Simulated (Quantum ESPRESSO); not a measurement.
LiMo5NbOs in 5 site orders

Calculated results; nothing here was measured. They come from Quantum ESPRESSO 7.5, a public plane-wave density functional program. Each row is one single-point run on a made-up periodic cell of eight metal atoms, with elements, volume, strain and displacements drawn at random and not relaxed, so a cell may be unstable or far from any real phase. There is no spin polarisation or spin-orbit coupling.

Settings: PBE unless stated; PseudoDojo standard norm-conserving files; Fermi-Dirac width 0.25 eV, which means electrons at about 2900 K; cutoff 1116 eV; 7 x 5 x 4 k mesh shifted half a step off Gamma. E is the free energy of the whole cell (internal energy minus TS), so a -TS column is already part of it. Stress is positive in tension, and the pressure P is minus a third of its trace.

Checks: one run of this series was repeated at a higher cutoff and on a denser mesh, which moved values by no more than 0.002 eV, 0.06 GPa and 0.012 eV/Å, and a second program with other atomic files agreed on it to 2 % rms in force and 0.5 GPa in pressure. Known limits: heavy elements are run without spin-orbit coupling, which real alloys of them have; a spin test at this wide smearing found no moment, but such smearing suppresses magnetism that the real alloy may have.

The lattice is face-centred cubic, and the cell vectors in Å are (-3.854, -0.007, -0.026); (-1.947, -3.878, -1.993); (-1.894, -3.854, 5.879), a volume of 117.35 Å³. The runs move one Li atom among sites that otherwise hold Mo, on the same eight displaced sites. E is counted from run 1, and the rms force is over all 24 components. Nothing is relaxed, so E mixes bonding between neighbours with strain on unrelaxed sites, and it is not an ordering energy.

| run | elements on sites 1 to 8 | E (eV) | -TS (eV) | rms force (eV/Å) | largest force (eV/Å) | P (GPa) |
|---|---|---|---|---|---|---|
| 1 | Li Os Nb Mo Mo Mo Mo Mo | 0.000 | -1.611 | 0.803 | 2.51 | 17.88 |
| 2 | Mo Os Nb Li Mo Mo Mo Mo | 0.926 | -1.707 | 1.359 | 3.74 | 22.99 |
| 3 | Mo Os Nb Mo Mo Li Mo Mo | 0.298 | -1.630 | 1.262 | 3.31 | ? |
| 4 | Mo Os Nb Mo Mo Mo Li Mo | 0.410 | -1.682 | 1.177 | 3.24 | 19.85 |
| 5 | Mo Os Nb Mo Mo Mo Mo Li | 0.509 | -1.742 | 1.144 | 3.01 | 20.28 |

## Worked fit

A straight line through the runs shown gives P = 17.71 + 5.51 E GPa with E in eV, an error of 0.39 on the slope and a scatter of 0.25 GPa. At this fixed volume the orders of higher energy tend to have the higher pressure.

## Withheld value

Question: what pressure should run 3 give?

The fit gives 19.35 ± 0.29 GPa. The calculation gave 19.76 GPa.
